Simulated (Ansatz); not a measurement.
Relaxation of a generated cell, Rb built in the AFLOW prototype A_oP8_62_2c (A_c); 8 atoms in the cell, which starts as Pnma (No. 62), oP8; a = 11.035 Å, b = 7.822 Å, c = 8.094 Å, α = β = γ = 90.00°. The numbers are results of r2SCAN (plane waves to 500 eV, PAW, scalar-relativistic; Ansatz, a program for electronic structure), not measurements. Γ-centred k-mesh 3×4×4 on the run's cell (coarser than for final values), Fermi–Dirac smearing 0.05 eV. This is the first round of the run. 

The optimiser's lines from the output (shortened; P is positive under compression):

```
relax step   1: F+E_penalty+E_count = -26223.33308671 eV  Δ(F+E_penalty+E_count) = +0.000e0 eV  max|allowed force component| = 1.687e-1 eV/Å  Δτ_max = 0.0000 Å  P = +0.332 GPa  Ω = 698.708 Å³  (9 SCF iters, dr2 threshold 1.00e-7 eV, accepted)
relax step   2: F+E_penalty+E_count = -26223.45348878 eV  Δ(F+E_penalty+E_count) = -1.204e-1 eV  max|allowed force component| = 1.561e-1 eV/Å  Δτ_max = 0.1173 Å  P = +0.317 GPa  Ω = 698.169 Å³  (7 SCF iters, dr2 threshold 8.00e-7 eV, accepted)
relax step   3: F+E_penalty+E_count = -26223.66779766 eV  Δ(F+E_penalty+E_count) = -2.143e-1 eV  max|allowed force component| = 1.160e-1 eV/Å  Δτ_max = 0.1988 Å  P = +0.205 GPa  Ω = 716.860 Å³  (9 SCF iters, dr2 threshold 8.00e-7 eV, accepted)
relax step   4: F+E_penalty+E_count = -26223.82256020 eV  Δ(F+E_penalty+E_count) = -1.548e-1 eV  max|allowed force component| = 8.657e-2 eV/Å  Δτ_max = 0.1949 Å  P = +0.108 GPa  Ω = 735.466 Å³  (9 SCF iters, dr2 threshold 8.00e-7 eV, accepted)
relax step   5: F+E_penalty+E_count = -26223.92648981 eV  Δ(F+E_penalty+E_count) = -1.039e-1 eV  max|allowed force component| = 5.840e-2 eV/Å  Δτ_max = 0.1944 Å  P = +0.044 GPa  Ω = 748.341 Å³  (9 SCF iters, dr2 threshold 4.68e-7 eV, accepted)
relax step   6: F+E_penalty+E_count = -26223.98740659 eV  Δ(F+E_penalty+E_count) = -6.092e-2 eV  max|allowed force component| = 3.195e-2 eV/Å  Δτ_max = 0.2000 Å  P = +0.035 GPa  Ω = 748.705 Å³  (10 SCF iters, dr2 threshold 2.13e-7 eV, accepted)
relax step   7: F+E_penalty+E_count = -26224.00460659 eV  Δ(F+E_penalty+E_count) = -1.720e-2 eV  max|allowed force component| = 5.007e-3 eV/Å  Δτ_max = 0.1769 Å  P = -0.007 GPa  Ω = 759.938 Å³  (10 SCF iters, dr2 threshold 6.38e-8 eV, accepted)
relax step   8: F+E_penalty+E_count = -26224.00495307 eV  Δ(F+E_penalty+E_count) = -3.465e-4 eV  max|allowed force component| = 1.437e-3 eV/Å  Δτ_max = 0.0162 Å  P = -0.002 GPa  Ω = 758.657 Å³  (11 SCF iters, accepted)
relax step   9: F+E_penalty+E_count = -26224.00506334 eV  Δ(F+E_penalty+E_count) = -1.103e-4 eV  max|allowed force component| = 5.999e-4 eV/Å  Δτ_max = 0.0025 Å  P = -0.001 GPa  Ω = 758.254 Å³  (9 SCF iters, accepted)
relax step  10: F+E_penalty+E_count = -26224.00538930 eV  Δ(F+E_penalty+E_count) = -3.260e-4 eV  max|allowed force component| = 9.831e-4 eV/Å  Δτ_max = 0.0048 Å  P = +0.004 GPa  Ω = 756.892 Å³  (10 SCF iters, accepted)
relax step  11: F+E_penalty+E_count = -26224.00816617 eV  Δ(F+E_penalty+E_count) = -2.777e-3 eV  max|allowed force component| = 9.830e-4 eV/Å  Δτ_max = 0.0000 Å  P = +0.005 GPa  Ω = 756.892 Å³  stress off target by 8.00e-3 GPa  SCF on the basis re-selected at this cell (its energy is not comparable with the rows above)  (8 SCF iters)
```

From the first to the last row the energy changes by -0.08 eV/atom and the volume by +8.3 %. The last row is marked as not comparable with the walk above it, whose basis was carried along; it does compare with step 1, since both stand on a basis selected at the nominal cutoff for their own cell.

Later rounds, restarted from the end of this one on a renewed k-mesh, logged 2 more steps and released under 0.01 eV/atom more. The final structure after all rounds: I4/mmm (No. 139), tI2; a = 5.787 Å, b = 5.787 Å, c = 5.651 Å, α = 90.00°, β = 90.00°, γ = 90.00°. Between re-selections the logged energies stand on a plane-wave basis carried along with the cell. No spin polarisation in the result.

The run could not lose the symmetry of its start, so the end can be a saddle point.

The relaxed structure here is a generated cell of Rb: the first start was made by placing the elements on the sites of a structure type, and the end was not matched to a known phase here, so it may be hypothetical. Known forms of Rb include space group No. 229.
